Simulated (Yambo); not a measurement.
Yambo run on Sr$_{2}$MoZnO$_{6}$ (space group Fm-3m, No. 225). The wavefunctions are norm-conserving PBEsol (Quantum ESPRESSO, 84 Ry, no spin-orbit coupling) ones on a 2×2×2 mesh (45 occupied bands); a = b = c = 5.690 Å, α = β = γ = 60.00°.

Yambo input:

```
rim_cut
gw0
dyson
el_el_corr
HF_and_locXC
ppa
em1d
RandQpts= 1000000
RandGvec= 1 Ry
EXXRLvcs= 84 Ry
VXCRLvcs= 336 Ry
Chimod= "HARTREE"
% BndsRnXp
 6 | 92 |
%
NGsBlkXp= 2 Ry
% LongDrXp
 1.0 | 1.0 | 1.0 |
%
PPAPntXp= 27.2114 eV
% GbndRnge
 1 | 92 |
%
GTermKind= "BG"
DysSolver= "n"
ExtendOut
% QPkrange
 2 | 2 | 45 | 45 |
 3 | 3 | 45 | 46 |
%
```

k points by index: 2 = L, 3 = X.

The o-*.qp file then holds:

```
#    K-point    Band    Eo [eV]    E [eV]    E-Eo [eV]    Vxc [eV]    Vnlxc [eV]    Sc|Eo [eV]    Sc|E [eV]    dSc/dw|Eo [eV]    Re(Z)    Im(Z)
#
    2    45    0.000000    -0.816893    -0.816893    -23.47772    -28.98646    4.474927    4.691851    -7.224393    0.790204    -0.001546
    3    45    -0.147010    -0.501402    -0.354392    -19.63815    -24.69859    4.605654    4.706049    -7.705007    0.779326    -0.001615
    3    46    2.042465    3.530447    1.487982    -18.12486    -12.78524    -3.479563    -3.851635    -6.803537    0.799981    -0.001591
```
(The two width columns are left out.) Convergence of these settings isn't established.

Geometry of the Materials Project entry, not relaxed at this level.
